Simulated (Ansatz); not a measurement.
The geometry is COD entry 1527274, unchecked; take it as a test cell.

Input and log of a run on TiTc: DFT, PBEsol, all-electron PAW with datasets made for the crystal, scalar-relativistic (Ansatz 0.2.0).

Command: `ansatz run input.yaml --threads 1 --pin off --max-ram 3072MiB --backend cpu --events-out ev --progress --plain --runs-dir out` The run took 11 s on 1 thread of Intel(R) Xeon(R) 6975P-C (Granite Rapids), with other jobs on the host, peak memory 0.58 GiB.

```yaml
crystal:
  lattice:
    - [3.11, 0.0, 0.0]
    - [0.0, 3.11, 0.0]
    - [0.0, 0.0, 3.11]
  atoms:
    - { symbol: Ti, position: [0.5, 0.5, 0.5] }
    - { symbol: Tc, position: [0.0, 0.0, 0.0] }
kpoints:
  mp_grid: { grid: [12, 12, 12] }
  band_path:
    path:
      - [0.0, 0.0, 0.0]
      - [0.0, 0.5, 0.0]
      - [0.5, 0.5, 0.0]
      - [0.0, 0.0, 0.0]
      - [0.5, 0.5, 0.5]
      - [0.0, 0.5, 0.0]
      - [0.5, 0.5, 0.5]
      - [0.5, 0.5, 0.0]
    npoints: 8
scf:
  occupations: { method: fermi_dirac, width: 0.08 }
hamiltonian:
  xc: pbesol
  pseudopotentials: { kind: all_electron, datasets: crystal }
output:
  forces: true
  stress: true
  eigenvalues: true
  efg: { contact_densities: true }
```

The log:

```
hamiltonian.pseudopotentials.datasets: crystal makes datasets for this crystal and solves the spheres of its atoms anew in each pass: cutoff 280.0 eV, the density's 1120.0 eV; for an error of 0.50 meV an atom under PBE, 1.0 meV for the cell; an energy difference from a run of another recipe may be off by several times the error for the cell, under r2SCAN by more, where some 0.1 meV an atom stays at smaller errors; Ti in spheres of 1.312 Å, 12 of its electrons in bands; Tc in spheres of 1.376 Å, 15 of its electrons in bands
band count auto-derived: 21 (N_el = 27.0; filled up to band 14; 18 by the electrons, moments and atoms)
Tc: output.efg is read without spin–orbit coupling, which moves field gradients at and beside such atoms by some per cent and up to a factor of two; PAW files take it under magnetization.noncollinear and magnetization.spin_orbit
Engine: ansatz 0.2.0
Pseudopotentials: kind: all_electron
Pseudopotential: Ti, paw, valence charge 12, recommended cutoff 280 eV (normal), Koelling and Harmon's equation, gaussian nucleus
Pseudopotential: Tc, paw, valence charge 15, recommended cutoff 280 eV (normal), Koelling and Harmon's equation, gaussian nucleus
Functional definition: PBEsol
  exchange = pbesol_x
  correlation = pbesol_c
Crystal: 2 atoms, lattice volume = 30.080 Å³
Basis set: ecut = 280 eV, 341 PW (Γ), exchange–correlation on 36×36×36 points (8 copies of the dense FFT grid, shifted against one another)
Bands: 21, of which v1, the nominal top of the filled ones, is band 14 counted from 1 (13 counted from 0)
Symmetry: 48 space group operations
Space group: Pm-3m (ITA 221), of the structure as read, at distance tolerance 3.1e-5 Å
k-points: 84 of 1728
Non-local potential: Ti, projectors of the file, l = 0: 2, l = 1: 2, l = 2: 2
Non-local potential: Tc, projectors of the file, l = 0: 2, l = 1: 2, l = 2: 2
PAW form: soft (Blöchl's): semilocal exchange-correlation on the pseudo side does not see the compensation charge
PAW one-centre angular grid: Ti, 590 points (default); XC on its mesh's 1935 points in the sphere
PAW one-centre angular grid: Tc, 590 points (default); XC on its mesh's 1883 points in the sphere
Initial density: superposition of atomic densities (neutral atoms: chi_scale 0, normalization atom)
Initial wavefunctions: pseudopotential atomic-orbital guess
Functional: x = pbesol(κ = 0.804, μ = 0.12345679012345678), c = pbesol(β = 0.046)
iter 1 solved again at ethr=3.62e-2 eV; its pass at ethr=1.00e-1 eV (dr2=9.77e0 eV) is discarded
SCF iter   1: F=—  HF=-139776.129455 eV  |F-HF|=—  |Δ(HF+E_count)|=         —  Δρ=1.52e-1  dr2=9.96e0  ethr=3.62e-2  ⟨swp⟩=2.0  Hψ=9270  notcnv=0
preconditioner: auto → none  [metal: Δε(μ)=0.017 eV  Ē_g=6.690 eV  σ=0.080 eV  W_gap=0.05  n_scr=6 (ndim 8)  ℏωp=22.5 eV  f_vac=0.000  D(μ)=1.82/eV (n_scr^D=18)  sad-step TF]
SCF iter   2: F=—  HF=-139774.913129 eV  |F-HF|=—  |Δ(HF+E_count)|=    1.22e0  Δρ=6.46e-2  dr2=1.36e0  ethr=3.62e-2  ⟨swp⟩=2.1  Hψ=3536  notcnv=0
SCF iter   3: F=—  HF=-139774.791667 eV  |F-HF|=—  |Δ(HF+E_count)|=   1.21e-1  Δρ=7.55e-2  dr2=2.93e0  ethr=5.04e-3  ⟨swp⟩=3.0  Hψ=4708  notcnv=0  defer=1
SCF iter   4: F=—  HF=-139774.611470 eV  |F-HF|=—  |Δ(HF+E_count)|=   1.80e-1  Δρ=5.22e-2  dr2=1.29e0  ethr=5.04e-3  ⟨swp⟩=3.0  Hψ=4089  notcnv=0
SCF iter   5: F=—  HF=-139774.588417 eV  |F-HF|=—  |Δ(HF+E_count)|=   2.31e-2  Δρ=2.17e-2  dr2=2.24e-1  ethr=4.79e-3  ⟨swp⟩=2.0  Hψ=3528  notcnv=0
SCF iter   6: F=—  HF=-139774.591701 eV  |F-HF|=—  |Δ(HF+E_count)|=   3.28e-3  Δρ=9.49e-3  dr2=4.22e-2  ethr=8.29e-4  ⟨swp⟩=2.1  Hψ=4626  notcnv=0  defer=1
iter 7 solved again at ethr=3.93e-7 eV; its pass at ethr=1.56e-4 eV (dr2=1.06e-4 eV) is discarded
SCF iter   7: F=—  HF=-139774.590501 eV  |F-HF|=—  |Δ(HF+E_count)|=   1.20e-3  Δρ=5.75e-4  dr2=1.28e-4  ethr=3.93e-7  ⟨swp⟩=3.0  Hψ=7482  notcnv=0
SCF iter   8: F=—  HF=-139774.590486 eV  |F-HF|=—  |Δ(HF+E_count)|=   1.47e-5  Δρ=4.51e-4  dr2=1.08e-4  ethr=3.93e-7  ⟨swp⟩=2.0  Hψ=2934  notcnv=0
SCF iter   9: F=—  HF=-139774.590478 eV  |F-HF|=—  |Δ(HF+E_count)|=   8.52e-6  Δρ=1.40e-5  dr2=1.07e-7  ethr=3.93e-7  ⟨swp⟩=2.0  Hψ=2938  notcnv=0
SCF iter  10: F=—  HF=-139774.590472 eV  |F-HF|=—  |Δ(HF+E_count)|=   5.98e-6  Δρ=1.48e-5  dr2=9.63e-8  ethr=3.97e-10  ⟨swp⟩=3.4  Hψ=3683  notcnv=0
SCF iter  11: F=-139774.590472 eV  HF=-139774.590472 eV  |F-HF|=1.52e-8  |Δ(HF+E_count)|=   5.68e-9  Δρ=6.47e-6  dr2=1.93e-8  ethr=3.57e-10  ⟨swp⟩=2.0  Hψ=2935  notcnv=0
SCF 1 converged in 11 iterations: F = -139774.590474 eV  dr2 = 1.93e-8
  Residual-converged pass: ⟨swp⟩=3.0  Hψ=3183  notcnv=0  max |occ|·‖R‖ = 5.2e-6 eV (tolerance 5.3e-6 eV)  dr2=1.90e-8  dr2_onsite=5.14e-9  max |Δocc| = 1.3e-9
  greatest PAW one-centre occupation: 0.998 electrons in one spin orbital (limit 2), on the Tc atom at site 1 (counted from 0), in its partial waves of l = 0
NSCF: frozen V_eff on 57 k-points
SCF converged after 11 iterations
Free energy (F): -139774.590474 eV
Harris-Foulkes:  -139774.590474 eV  (|F-HF|=1.52e-8)
Internal energy: -139774.556542 eV  (E = F + TS)
E sigma→0 (E₀):  -139774.573508 eV
Entropy (-TS):   -0.033932 eV (-16.966 meV/atom)
Past the cutoff: the bands carry plane waves up to 1.75 times it, of which those up to 1.5 times it add -0.000368 eV an atom, each by itself; the spheres take 0.000153 eV an atom off the energy for waves past 1.75 times it
By the cutoff:   a pressure is off by up to 0.006 GPa (1.2 times the spheres' own share and the shells' term, over an atom's volume, and 0.004 GPa: a bound that held against runs at twice the plane waves)
Past the cutoffs: a stress includes 0.0008 GPa for waves and charges beyond them, in addition to the slope of what the spheres take
In the spheres:  the bands' charges fall short by 2.0e-7 e at most (sound up to 1e-3)
Fermi energy:    19.249258 eV
--- Per-component energies (eV) ---
  The terms above E_closure are by the made datasets' own strengths, without shells solved beside the bands.
--- Forces (eV/Å), atoms counted from 1 ---
  atom   1  Ti     0.00000000     0.00000000    -0.00000000
  atom   2  Tc     0.00000000    -0.00000000     0.00000000
  max |Σ_I F_I| component: 1.12e-29 eV/Å
--- Stress (GPa, compression-positive) ---
       -8.115874       0.000000       0.000000
        0.000000      -8.115874       0.000000
        0.000000       0.000000      -8.115874
  P = ⅓ Tr σ = -8.1159 GPa (-81.159 kbar)
--- PAW observables at the nuclei: V_zz in 10²¹ V/m², potentials from the cell's mean, atoms counted from 1 ---
  atom   1  Ti V_zz =    -0.000000   η = 0.0000   by run symmetry: forbidden
            electrostatic potential = -2535.684151 V   contact ρ = 56692.786120 e/Å³
  atom   2  Tc V_zz =    -0.000000   η = 0.0000   by run symmetry: forbidden
            electrostatic potential = -6576.305537 V   contact ρ = 654280.769698 e/Å³
--- Band table (eV; the first three rows and the last of 84) ---
  k-point 0: bands = ["-46.7314", "-36.7728", "-18.7576", "-18.7576", "-18.7576", "-13.0313", "-13.0313", "-13.0313", "12.8263", "15.3020", "15.3020", "19.0185", "19.0185", "19.0185", "21.7960", "21.7960", "23.4991", "23.4991", "23.4991"]
  k-point 1: bands = ["-46.7303", "-36.7720", "-18.7694", "-18.7553", "-18.7553", "-13.0475", "-13.0324", "-13.0324", "12.9693", "15.3738", "15.4100", "18.9957", "18.9957", "19.0715", "21.6520", "21.8469", "23.2099", "23.2099", "23.4150"]
  k-point 2: bands = ["-46.7273", "-36.7696", "-18.8015", "-18.7491", "-18.7491", "-13.0918", "-13.0354", "-13.0354", "13.3817", "15.5853", "15.7110", "18.9391", "18.9391", "19.2268", "21.2471", "21.9889", "22.5563", "22.5563", "23.1755"]
  k-point 83: bands = ["-46.6849", "-36.7191", "-18.9000", "-18.9000", "-18.9000", "-13.2314", "-13.2314", "-13.2314", "16.8544", "16.8544", "16.8544", "18.6858", "18.6858", "18.6858", "21.4659", "21.4659", "22.8687", "22.8687", "29.8089"]
```

Spin polarisation is left out, and whether a magnetic state lies lower isn't shown here.
